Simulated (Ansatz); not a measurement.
input.yaml

```yaml
crystal:
  lattice:
    - [3.0724398714, 0.0, 0.0]
    - [-1.5362199357, 2.6608109803, 0.0]
    - [0.0, 0.0, 15.1527791547]
  atoms:
    - { symbol: Ti, position: [0.3333333333, 0.6666666667, 0.8444374323] }
    - { symbol: Ti, position: [0.6666666667, 0.3333333333, 0.3444374323] }
    - { symbol: Ti, position: [0.6666666667, 0.3333333333, 0.1555625677] }
    - { symbol: Ti, position: [0.3333333333, 0.6666666667, 0.6555625677] }
    - { symbol: Ti, position: [0.0, 0.0, 0.0] }
    - { symbol: Ti, position: [0.0, 0.0, 0.5] }
    - { symbol: C, position: [0.6666666667, 0.3333333333, 0.9143740172] }
    - { symbol: C, position: [0.3333333333, 0.6666666667, 0.4143740172] }
    - { symbol: C, position: [0.6666666667, 0.3333333333, 0.5856259828] }
    - { symbol: C, position: [0.3333333333, 0.6666666667, 0.0856259828] }
basis:
  ecutwfc: 420
kpoints:
  mp_grid: { grid: [12, 12, 4] }
hamiltonian:
  xc: pbesol
scf:
  occupations: { method: gaussian, width: 0.1 }
output:
  forces: true
  stress: true
  eigenvalues: true
relax:
  adjacent_minimum: "off"
  f_tol: 0.005
  max_steps: 50
  cell: { stress_tol: 0.05 }
```

Run as
```bash
ansatz run input.yaml --threads 2 --pin off --max-ram 5120MiB --backend cpu --events-out ev --progress --plain --runs-dir out
```

The calculation used Ansatz, DFT PBEsol, scalar-relativistic, plane waves, PAW.

Abridged output:

```
Pseudopotentials: kind: paw
Pseudopotential: Ti, paw, valence charge 12, recommended cutoff 420 eV (normal)
Pseudopotential: C, paw, valence charge 4, recommended cutoff 420 eV (normal)
Functional definition: PBEsol
Crystal: 10 atoms, lattice volume = 123.877 Å³
Basis set: ecut = 420 eV, 2391 PW (Γ), exchange–correlation on 48×48×216 points (8 copies of the dense FFT grid, shifted against one another)
Bands: 54, of which v1, the nominal top of the filled ones, is band 44 counted from 1 (43 counted from 0)
Symmetry: 24 space group operations
Space group: P63/mmc (ITA 194), of the structure as read, at distance tolerance 5.0e-5 Å
k-points: 57 of 576
Initial density: superposition of atomic densities (neutral atoms: chi_scale 0, normalization atom), corrected by the library's trained network
Initial wavefunctions: pseudopotential atomic-orbital guess
Functional: x = pbesol(κ = 0.804, μ = 0.12345679), c = pbesol(β = 0.046)
SCF iter   1: F=—  HF=-15837.798687 eV  |F-HF|=—  |Δ(HF+E_count)|=         —  Δρ=9.69e-3  dr2=1.08e-1  ethr=1.77e-3  ⟨swp⟩=5.0  Hψ=11922  notcnv=0
SCF iter   2: F=—  HF=-15837.775534 eV  |F-HF|=—  |Δ(HF+E_count)|=   2.32e-2  Δρ=4.93e-3  dr2=2.87e-2  ethr=1.22e-4  ⟨swp⟩=2.1  Hψ=4518  notcnv=0  defer=85
SCF iter   3: F=—  HF=-15837.769717 eV  |F-HF|=—  |Δ(HF+E_count)|=   5.82e-3  Δρ=1.19e-3  dr2=2.30e-3  ethr=3.27e-5  ⟨swp⟩=2.0  Hψ=3846  notcnv=0  defer=85
SCF iter   4: F=—  HF=-15837.769496 eV  |F-HF|=—  |Δ(HF+E_count)|=   2.21e-4  Δρ=4.98e-4  dr2=4.35e-4  ethr=2.61e-6  ⟨swp⟩=2.0  Hψ=3802  notcnv=0  defer=85
SCF iter   5: F=—  HF=-15837.769404 eV  |F-HF|=—  |Δ(HF+E_count)|=   9.18e-5  Δρ=1.29e-4  dr2=4.65e-5  ethr=4.95e-7  ⟨swp⟩=2.0  Hψ=3953  notcnv=0  defer=85
SCF iter   6: F=—  HF=-15837.769322 eV  |F-HF|=—  |Δ(HF+E_count)|=   8.25e-5  Δρ=3.93e-5  dr2=3.76e-6  ethr=5.28e-8  ⟨swp⟩=2.0  Hψ=3434  notcnv=0  defer=85
SCF iter   7: F=—  HF=-15837.769321 eV  |F-HF|=—  |Δ(HF+E_count)|=   6.67e-7  Δρ=1.39e-5  dr2=1.17e-6  ethr=4.27e-9  ⟨swp⟩=2.0  Hψ=3833  notcnv=0  defer=85
SCF iter   8: F=-15837.769321 eV  HF=-15837.769321 eV  |F-HF|=3.56e-8  |Δ(HF+E_count)|=   1.20e-7  Δρ=4.26e-6  dr2=4.87e-8  ethr=1.14e-10  ⟨swp⟩=8.4  Hψ=11907  notcnv=0
SCF 1 converged in 8 iterations: F = -15837.769321 eV  dr2 = 4.87e-8
relax step   1: F+E_penalty+E_count = -15837.76932115 eV  Δ(F+E_penalty+E_count) = +0.000e0 eV  max|allowed force component| = 2.324e-1 eV/Å  Δτ_max = 0.0000 Å  P = -5.498 GPa  Ω = 123.877 Å³  (8 SCF iters, dr2 threshold 1.00e-7 eV, accepted)
Crystal: 10 atoms, lattice volume = 119.399 Å³
Basis set: ecut = 420 eV, 2317 PW (Γ), exchange–correlation on 48×48×216 points (8 copies of the dense FFT grid, shifted against one another)
Initial density: handed on by an earlier stage of this run
Initial wavefunctions: those handed on with the density
SCF iter   1: F=—  HF=-15837.840562 eV  |F-HF|=—  |Δ(HF+E_count)|=         —  Δρ=6.37e-3  dr2=8.94e-2  ethr=9.08e-5  ⟨swp⟩=1.7  Hψ=15596  notcnv=0
SCF iter   2: F=—  HF=-15837.829157 eV  |F-HF|=—  |Δ(HF+E_count)|=   1.14e-2  Δρ=2.01e-3  dr2=1.49e-2  ethr=9.08e-5  ⟨swp⟩=2.0  Hψ=4093  notcnv=0
SCF iter   3: F=—  HF=-15837.827952 eV  |F-HF|=—  |Δ(HF+E_count)|=   1.21e-3  Δρ=8.11e-4  dr2=3.01e-3  ethr=1.69e-5  ⟨swp⟩=1.8  Hψ=3294  notcnv=0
SCF iter   4: F=—  HF=-15837.827571 eV  |F-HF|=—  |Δ(HF+E_count)|=   3.81e-4  Δρ=1.75e-4  dr2=1.90e-4  ethr=3.42e-6  ⟨swp⟩=2.0  Hψ=3722  notcnv=0
SCF iter   5: F=—  HF=-15837.827443 eV  |F-HF|=—  |Δ(HF+E_count)|=   1.28e-4  Δρ=7.92e-5  dr2=1.24e-5  ethr=2.16e-7  ⟨swp⟩=2.0  Hψ=3774  notcnv=0
SCF iter   6: F=—  HF=-15837.827440 eV  |F-HF|=—  |Δ(HF+E_count)|=   3.06e-6  Δρ=2.62e-5  dr2=2.99e-6  ethr=1.40e-8  ⟨swp⟩=2.0  Hψ=3981  notcnv=0
SCF iter   7: F=-15837.827440 eV  HF=-15837.827440 eV  |F-HF|=6.62e-8  |Δ(HF+E_count)|=   3.94e-7  Δρ=7.26e-6  dr2=1.05e-7  ethr=1.14e-9  ⟨swp⟩=8.8  Hψ=12096  notcnv=0
SCF 2 converged in 7 iterations: F = -15837.827440 eV  dr2 = 1.05e-7
relax step   2: F+E_penalty+E_count = -15837.82743951 eV  Δ(F+E_penalty+E_count) = -5.812e-2 eV  max|allowed force component| = 1.870e-1 eV/Å  Δτ_max = 0.0294 Å  P = -0.059 GPa  Ω = 119.399 Å³  energy of the carried Pulay correction = +4.947e-3 eV  (7 SCF iters, dr2 threshold 1.00e-6 eV, accepted)
Crystal: 10 atoms, lattice volume = 120.140 Å³
Basis set: ecut = 420 eV, 2355 PW (Γ), exchange–correlation on 48×48×216 points (8 copies of the dense FFT grid, shifted against one another)
SCF iter   1: F=—  HF=-15837.843266 eV  |F-HF|=—  |Δ(HF+E_count)|=         —  Δρ=3.98e-3  dr2=8.54e-2  ethr=1.12e-4  ⟨swp⟩=1.1  Hψ=12438  notcnv=0
SCF iter   2: F=—  HF=-15837.837930 eV  |F-HF|=—  |Δ(HF+E_count)|=   5.34e-3  Δρ=1.93e-3  dr2=2.65e-2  ethr=9.71e-5  ⟨swp⟩=1.1  Hψ=3086  notcnv=0
SCF iter   3: F=—  HF=-15837.835297 eV  |F-HF|=—  |Δ(HF+E_count)|=   2.63e-3  Δρ=4.60e-4  dr2=1.53e-3  ethr=3.01e-5  ⟨swp⟩=1.9  Hψ=3427  notcnv=0
SCF iter   4: F=—  HF=-15837.835059 eV  |F-HF|=—  |Δ(HF+E_count)|=   2.37e-4  Δρ=2.98e-4  dr2=2.39e-4  ethr=1.74e-6  ⟨swp⟩=2.0  Hψ=3933  notcnv=0
SCF iter   5: F=—  HF=-15837.834925 eV  |F-HF|=—  |Δ(HF+E_count)|=   1.35e-4  Δρ=9.08e-5  dr2=2.42e-5  ethr=2.71e-7  ⟨swp⟩=2.0  Hψ=4172  notcnv=0
SCF iter   6: F=—  HF=-15837.834919 eV  |F-HF|=—  |Δ(HF+E_count)|=   6.27e-6  Δρ=2.93e-5  dr2=1.51e-6  ethr=2.75e-8  ⟨swp⟩=2.0  Hψ=3964  notcnv=0
SCF iter   7: F=-15837.834918 eV  HF=-15837.834918 eV  |F-HF|=9.99e-8  |Δ(HF+E_count)|=   2.67e-7  Δρ=9.97e-6  dr2=1.50e-7  ethr=1.14e-9  ⟨swp⟩=8.8  Hψ=12005  notcnv=0
the search or the solves at the SCF's close seem to have found levels that the self-consistency loop had missed (the run counts 1). By its estimate they hold under 1e-12 electrons; where the run keeps them, the occupations were computed again with them
SCF 3 converged in 7 iterations: F = -15837.834918 eV  dr2 = 1.50e-7
relax step   3: F+E_penalty+E_count = -15837.83491831 eV  Δ(F+E_penalty+E_count) = -7.479e-3 eV  max|allowed force component| = 2.618e-2 eV/Å  Δτ_max = 0.0226 Å  P = +0.111 GPa  Ω = 120.140 Å³  energy of the carried Pulay correction = +4.116e-3 eV  (7 SCF iters, dr2 threshold 1.00e-6 eV, accepted)
Crystal: 10 atoms, lattice volume = 120.106 Å³
SCF iter   1: F=—  HF=-15837.835549 eV  |F-HF|=—  |Δ(HF+E_count)|=         —  Δρ=6.38e-4  dr2=2.22e-3  ethr=2.87e-6  ⟨swp⟩=1.1  Hψ=11750  notcnv=0
SCF iter   2: F=—  HF=-15837.835408 eV  |F-HF|=—  |Δ(HF+E_count)|=   1.41e-4  Δρ=2.99e-4  dr2=6.39e-4  ethr=2.53e-6  ⟨swp⟩=1.1  Hψ=3085  notcnv=0
SCF iter   3: F=—  HF=-15837.835341 eV  |F-HF|=—  |Δ(HF+E_count)|=   6.65e-5  Δρ=7.50e-5  dr2=4.48e-5  ethr=7.26e-7  ⟨swp⟩=1.9  Hψ=3482  notcnv=0
SCF iter   4: F=—  HF=-15837.835233 eV  |F-HF|=—  |Δ(HF+E_count)|=   1.08e-4  Δρ=4.84e-5  dr2=5.64e-6  ethr=5.09e-8  ⟨swp⟩=2.0  Hψ=3864  notcnv=0
SCF iter   5: F=—  HF=-15837.835232 eV  |F-HF|=—  |Δ(HF+E_count)|=   1.16e-6  Δρ=1.49e-5  dr2=6.62e-7  ethr=6.40e-9  ⟨swp⟩=2.0  Hψ=4173  notcnv=0
SCF iter   6: F=—  HF=-15837.835232 eV  |F-HF|=—  |Δ(HF+E_count)|=   1.79e-7  Δρ=4.95e-6  dr2=5.44e-8  ethr=7.52e-10  ⟨swp⟩=2.0  Hψ=3944  notcnv=0
SCF iter   7: F=-15837.835232 eV  HF=-15837.835232 eV  |F-HF|=2.96e-9  |Δ(HF+E_count)|=   9.07e-9  Δρ=1.79e-6  dr2=4.33e-9  ethr=4.87e-11  ⟨swp⟩=6.2  Hψ=10303  notcnv=0
SCF 4 converged in 7 iterations: F = -15837.835232 eV  dr2 = 4.33e-9
relax step   4: F+E_penalty+E_count = -15837.83523161 eV  Δ(F+E_penalty+E_count) = -3.133e-4 eV  max|allowed force component| = 4.222e-3 eV/Å  Δτ_max = 0.0030 Å  P = -0.018 GPa  Ω = 120.106 Å³  energy of the carried Pulay correction = +4.154e-3 eV  (7 SCF iters, dr2 threshold 4.28e-8 eV, accepted)
Crystal: 10 atoms, lattice volume = 120.101 Å³
SCF iter   1: F=—  HF=-15837.835332 eV  |F-HF|=—  |Δ(HF+E_count)|=         —  Δρ=8.61e-5  dr2=3.55e-5  ethr=4.74e-8  ⟨swp⟩=2.9  Hψ=14175  notcnv=0
SCF iter   2: F=—  HF=-15837.835245 eV  |F-HF|=—  |Δ(HF+E_count)|=   8.66e-5  Δρ=4.23e-5  dr2=1.10e-5  ethr=4.03e-8  ⟨swp⟩=1.1  Hψ=3095  notcnv=0
SCF iter   3: F=—  HF=-15837.835233 eV  |F-HF|=—  |Δ(HF+E_count)|=   1.23e-5  Δρ=2.53e-5  dr2=3.22e-6  ethr=1.25e-8  ⟨swp⟩=2.0  Hψ=3308  notcnv=0
SCF iter   4: F=—  HF=-15837.835234 eV  |F-HF|=—  |Δ(HF+E_count)|=   7.24e-7  Δρ=9.06e-6  dr2=2.83e-7  ethr=3.66e-9  ⟨swp⟩=2.0  Hψ=3971  notcnv=0
SCF iter   5: F=—  HF=-15837.835234 eV  |F-HF|=—  |Δ(HF+E_count)|=   6.48e-8  Δρ=4.05e-6  dr2=1.74e-8  ethr=3.22e-10  ⟨swp⟩=2.0  Hψ=4143  notcnv=0
SCF iter   6: F=-15837.835234 eV  HF=-15837.835234 eV  |F-HF|=4.95e-10  |Δ(HF+E_count)|=   4.29e-9  Δρ=6.50e-7  dr2=7.65e-10  ethr=1.06e-11  ⟨swp⟩=4.3  Hψ=9109  notcnv=0
SCF 5 converged in 6 iterations: F = -15837.835234 eV  dr2 = 7.65e-10
relax step   5: F+E_penalty+E_count = -15837.83523380 eV  Δ(F+E_penalty+E_count) = -2.194e-6 eV  max|allowed force component| = 5.733e-3 eV/Å  Δτ_max = 0.0004 Å  P = +0.009 GPa  Ω = 120.101 Å³  energy of the carried Pulay correction = +4.159e-3 eV  (6 SCF iters, dr2 threshold 9.34e-9 eV, rejected (line search))
Crystal: 10 atoms, lattice volume = 120.099 Å³
SCF iter   1: F=—  HF=-15837.835339 eV  |F-HF|=—  |Δ(HF+E_count)|=         —  Δρ=4.88e-5  dr2=1.10e-5  ethr=1.47e-8  ⟨swp⟩=3.0  Hψ=14438  notcnv=0
SCF iter   2: F=—  HF=-15837.835248 eV  |F-HF|=—  |Δ(HF+E_count)|=   9.09e-5  Δρ=2.51e-5  dr2=3.64e-6  ethr=1.26e-8  ⟨swp⟩=1.0  Hψ=3078  notcnv=0
SCF iter   3: F=—  HF=-15837.835245 eV  |F-HF|=—  |Δ(HF+E_count)|=   2.91e-6  Δρ=1.15e-5  dr2=8.71e-7  ethr=4.14e-9  ⟨swp⟩=2.0  Hψ=3279  notcnv=0
SCF iter   4: F=—  HF=-15837.835245 eV  |F-HF|=—  |Δ(HF+E_count)|=   1.29e-7  Δρ=5.02e-6  dr2=6.43e-8  ethr=9.90e-10  ⟨swp⟩=2.0  Hψ=3902  notcnv=0
SCF iter   5: F=—  HF=-15837.835245 eV  |F-HF|=—  |Δ(HF+E_count)|=   1.55e-8  Δρ=2.02e-6  dr2=4.00e-9  ethr=7.30e-11  ⟨swp⟩=2.0  Hψ=4178  notcnv=0
SCF iter   6: F=—  HF=-15837.835245 eV  |F-HF|=—  |Δ(HF+E_count)|=   1.02e-9  Δρ=3.58e-7  dr2=1.55e-10  ethr=4.54e-12  ⟨swp⟩=2.0  Hψ=4289  notcnv=0
SCF iter   7: F=-15837.835245 eV  HF=-15837.835245 eV  |F-HF|=1.64e-11  |Δ(HF+E_count)|=  2.73e-11  Δρ=1.06e-7  dr2=1.83e-11  ethr=1.00e-12  ⟨swp⟩=4.1  Hψ=9185  notcnv=0
SCF 6 converged in 7 iterations: F = -15837.835245 eV  dr2 = 1.83e-11
relax step   6: F+E_penalty+E_count = -15837.83524496 eV  Δ(F+E_penalty+E_count) = -1.335e-5 eV  max|allowed force component| = 5.768e-5 eV/Å  Δτ_max = 0.0002 Å  P =  0.000 GPa  Ω = 120.099 Å³  energy of the carried Pulay correction = +4.162e-3 eV  (7 SCF iters, accepted)
Initial wavefunctions: pseudopotential atomic-orbital guess (no wavefunctions were taken with the density)
SCF iter   1: F=—  HF=-15837.831680 eV  |F-HF|=—  |Δ(HF+E_count)|=         —  Δρ=9.46e-5  dr2=2.09e-6  ethr=1.76e-7  ⟨swp⟩=3.3  Hψ=19161  notcnv=0
SCF iter   2: F=—  HF=-15837.831585 eV  |F-HF|=—  |Δ(HF+E_count)|=   9.56e-5  Δρ=4.92e-5  dr2=3.88e-7  ethr=2.37e-9  ⟨swp⟩=2.0  Hψ=4094  notcnv=0
SCF iter   3: F=—  HF=-15837.831585 eV  |F-HF|=—  |Δ(HF+E_count)|=   4.73e-7  Δρ=9.42e-6  dr2=1.51e-8  ethr=4.41e-10  ⟨swp⟩=2.0  Hψ=3983  notcnv=0
SCF iter   4: F=—  HF=-15837.831585 eV  |F-HF|=—  |Δ(HF+E_count)|=   1.51e-8  Δρ=6.95e-7  dr2=3.66e-10  ethr=1.71e-11  ⟨swp⟩=2.0  Hψ=4211  notcnv=0
SCF iter   5: F=-15837.831585 eV  HF=-15837.831585 eV  |F-HF|=5.46e-12  |Δ(HF+E_count)|=  3.27e-11  Δρ=9.80e-8  dr2=1.07e-11  ethr=1.00e-12  ⟨swp⟩=2.0  Hψ=4019  notcnv=0
SCF iter   6: F=-15837.831585 eV  HF=-15837.831585 eV  |F-HF|=1.82e-12  |Δ(HF+E_count)|=    0.00e0  Δρ=2.33e-8  dr2=1.40e-12  ethr=1.00e-12  ⟨swp⟩=2.8  Hψ=9157  notcnv=0
SCF 7 converged in 6 iterations: F = -15837.831585 eV  dr2 = 1.40e-12
SCF converged after 6 iterations
Free energy (F): -15837.831585 eV
Harris-Foulkes:  -15837.831585 eV  (|F-HF|=1.82e-12)
Internal energy: -15837.820070 eV  (E = F + TS)
E sigma→0 (E₀):  -15837.825828 eV
Entropy (-TS):   -0.011515 eV (-1.152 meV/atom)
Fermi energy:    13.855000 eV
--- Per-component energies (eV) ---
  E_band       = -821.987999
  E_kinetic    = 2001.793256
  E_local      = -5645.016373  (includes V_loc(G=0)·N_el)
  E_nonlocal   = 154.352650
  E_hartree    = 2345.023007
  E_xc         = -780.466643
  E_vxc        = -978.993728  (∫ρ·V_xc dr)
  E_paw        = -6512.213104  (= ΣΔE_a)
  E_vpaw       = -1044.170523  (= ΣTr[D̂ρ^β])
  E_aug_tail   = 0.000698  (compensation charges beyond the density's cutoff)
  E_ewald      = -7402.214269
  E_core_change = 0.920708  (= ΣΔE_core)
  E_smearing   = -0.011515  (= −TS)
--- Forces (eV/Å), atoms counted from 1 ---
  atom   1  Ti     0.00000000     0.00000000    -0.00013188
  atom   2  Ti     0.00000000     0.00000000    -0.00013188
  atom   3  Ti     0.00000000     0.00000000     0.00013188
  atom   4  Ti     0.00000000     0.00000000     0.00013188
  atom   5  Ti     0.00000000     0.00000000     0.00000000
  atom   6  Ti     0.00000000     0.00000000     0.00000000
  atom   7  C      0.00000000     0.00000000    -0.00008430
  atom   8  C      0.00000000     0.00000000    -0.00008430
  atom   9  C      0.00000000     0.00000000     0.00008430
  atom  10  C      0.00000000     0.00000000     0.00008430
--- Stress (GPa, compression-positive) ---
       -0.037349       0.000000       0.000000
        0.000000      -0.037349       0.000000
        0.000000       0.000000      -0.045797
  P = ⅓ Tr σ = -0.0402 GPa (-0.402 kbar)
--- Band table (eV; the first three rows and the last of 57) ---
  k-point 0: bands = ["-42.8136", "-42.8044", "-42.7837", "-42.7729", "-42.5802", "-42.5786", "-19.5670", "-19.4310", "-19.4012", "-19.1836", "-18.9652", "-18.9652", "-18.9607", "-18.9607", "-18.9525", "-18.9438", "-18.9438", "-18.9387", "-18.9387", "-18.8705", "-18.7577", "-18.7577", "-18.7572", "-18.7572", "1.6836", "1.7633", "3.1683", "3.3187", "7.7925", "8.1913", "10.0889", "10.7495", "10.7495", "10.7921", "10.7921", "10.9712", "11.7103", "11.9373", "11.9373", "12.0341", "12.0341", "12.1155", "14.0377", "14.1901", "14.1901", "14.3343", "14.3348", "14.3348", "15.1218", "15.1218", "15.2735", "15.2735", "15.5212", "15.5212"]
  k-point 1: bands = ["-42.8126", "-42.8062", "-42.7816", "-42.7741", "-42.5799", "-42.5788", "-19.5568", "-19.4798", "-19.3433", "-19.2103", "-18.9647", "-18.9647", "-18.9615", "-18.9615", "-18.9429", "-18.9429", "-18.9394", "-18.9394", "-18.9360", "-18.8796", "-18.7577", "-18.7577", "-18.7573", "-18.7573", "1.6945", "1.7508", "3.1908", "3.2971", "7.8426", "8.1217", "10.2045", "10.7554", "10.7554", "10.7855", "10.7855", "10.8036", "11.8174", "11.9516", "11.9516", "12.0201", "12.0201", "12.0819", "14.0794", "14.2075", "14.2075", "14.2894", "14.3085", "14.3085", "15.1680", "15.1680", "15.2799", "15.2799", "15.5073", "15.5073"]
  k-point 2: bands = ["-42.8098", "-42.8098", "-42.7775", "-42.7775", "-42.5794", "-42.5794", "-19.5269", "-19.5269", "-19.2715", "-19.2715", "-18.9632", "-18.9632", "-18.9632", "-18.9632", "-18.9410", "-18.9410", "-18.9410", "-18.9410", "-18.9045", "-18.9045", "-18.7575", "-18.7575", "-18.7575", "-18.7575", "1.7219", "1.7219", "3.2444", "3.2444", "7.9730", "7.9730", "10.4854", "10.4854", "10.7702", "10.7702", "10.7702", "10.7702", "11.9785", "11.9785", "11.9859", "11.9859", "11.9859", "11.9859", "14.1828", "14.1828", "14.2538", "14.2538", "14.2538", "14.2538", "15.2547", "15.2547", "15.2547", "15.2547", "15.4999", "15.4999"]
  k-point 56: bands = ["-42.7436", "-42.7436", "-42.7133", "-42.7133", "-42.5281", "-42.5281", "-19.3869", "-19.3869", "-19.2955", "-19.2955", "-19.2907", "-19.2907", "-19.2485", "-19.2485", "-19.2051", "-19.2051", "-19.1774", "-19.1774", "-18.9905", "-18.9905", "-18.9524", "-18.9524", "-18.9156", "-18.9156", "4.0191", "4.0191", "4.0272", "4.0272", "9.0562", "9.0562", "9.7744", "9.7744", "9.9244", "9.9244", "10.2128", "10.2128", "10.8504", "10.8504", "11.0426", "11.0426", "12.8660", "12.8660", "13.3359", "13.3359", "14.4061", "14.4061", "14.5670", "14.5670", "15.1031", "15.1031", "16.1182", "16.1182", "16.4424", "16.4424"]
--- Relaxed structure (6 steps of the walk, 5 accepted, 1 SCFs on fresh bases) ---
  F+E_penalty+E_count = -15837.83158525 eV   max|allowed force component| = 1.319e-4 eV/Å   (the final SCF, on the basis selected at the relaxed cell)
  cell:  # Å, volume = 120.0993 Å³
    - [3.04215475, 0.0, 0.0]
    - [-1.52107737, 2.63458330, 0.0]
    - [0.0, 0.0, 14.98466612]
  atoms:
    - { symbol: Ti, position: [0.33333333, 0.66666666, 0.84379020] }
    - { symbol: Ti, position: [0.66666666, 0.33333333, 0.34379020] }
    - { symbol: Ti, position: [0.66666666, 0.33333333, 0.15620979] }
    - { symbol: Ti, position: [0.33333333, 0.66666666, 0.65620979] }
    - { symbol: Ti, position: [0.0, 0.0, 0.0] }
    - { symbol: Ti, position: [0.0, 0.0, 0.49999999] }
    - { symbol: C, position: [0.66666666, 0.33333333, 0.91439207] }
    - { symbol: C, position: [0.33333333, 0.66666666, 0.41439207] }
    - { symbol: C, position: [0.66666666, 0.33333333, 0.58560792] }
    - { symbol: C, position: [0.33333333, 0.66666666, 0.08560792] }
```

The relaxation met its thresholds.

The run took 76 s on 2 threads of Arm Neoverse V2 (shared host), peak memory 0.62 GiB.